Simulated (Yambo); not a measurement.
A G0W0@PBEsol run in Yambo for a free-standing WSe$_{2}$ monolayer (symmetry P-6m2, slab cell 16.3 Å high) (6×6×1 Γ-centred k mesh, bands 25 to 228 and a 7 Ry block in the screening, 228 bands in G with the Bruneval-Gonze terminator, plasmon pole fitted at 27.2 eV, slab-truncated Coulomb interaction, stochastic integration of W near q = 0) gives these matrix elements, in eV, at the band edges (K → (0.167, 0.167)):

```csv
state,E0,<Vxc>,<Σx>,<Σc(E0)>,Z
valence edge,0.000,-14.872,-15.209,0.160,0.749
conduction edge,1.350,-14.536,-10.964,-2.932,0.752
```

Solve the linearised quasiparticle equation for both states, give the gap, and say how exchange and correlation each act on it.

E = E0 + Z(Σx + Σc − Vxc). Valence: 0.000 + 0.749 × (-15.209 + (0.160) − (-14.872)) = -0.13 eV. Conduction: 1.350 + 0.752 × (-10.964 + (-2.932) − (-14.536)) = 1.83 eV. The gap is 1.96 eV, against 1.35 eV in PBEsol. Replacing Vxc by bare exchange alone would open it by 3.91 eV; correlation takes back 3.09 eV of that, and Z scales what is left. Nearest settings tried, and what they do to the gap: 154 bands in W, 154 bands in G: -4 meV; 3 Ry block (97 vectors against 343): -61 meV. Not varied: mesh, cell height. So the settings aren't converged at that level. 

The standard potential for Se keeps a d shell in the valence without the s and p states of that shell. In tests on such compounds this moved G0W0 gaps by up to about 0.9 eV, so absolute quasiparticle energies here are unreliable; differences between settings are what counts.

Spin-orbit coupling is included.

Geometry relaxed with PBEsol; primitive cell a = b = 3.2713 Å, c = 16.3000 Å, α = β = 90.00°, γ = 120.00°.
